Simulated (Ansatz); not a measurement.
AlNi$_{3}$ (Cu3Au type, space group No. 221) at seven volumes, PBEsol (plane waves, PAW; program Ansatz), scaled uniformly. One row is withheld.

```tsv
V (Å³/atom)	P (GPa)
9.914	?
10.241	14.51
10.568	6.66
10.895	0.01
11.222	-5.62
11.549	-10.38
11.875	-14.40
```

Fit the shown pressures and predict the withheld one.

P = (3/2)B₀(x^(7/2) − x^(5/2))[1 + (3/4)(B′ − 4)(x − 1)] with x = (V₀/V)^(2/3). Least squares on the six rows gives V₀ = 10.896 Å³/atom, B₀ = 203 GPa, B′ = 4.55. At V = 9.914, x = 1.0650 and P = 23.78 GPa. The run itself gave 23.79 GPa.

Space group Pm-3m (Cu3Au type). Symmetry was held in the PBEsol relaxation. The final state is ferromagnetic, the only order run, not a proven ground state.

Potentials: the later of the program's two PAW sets.
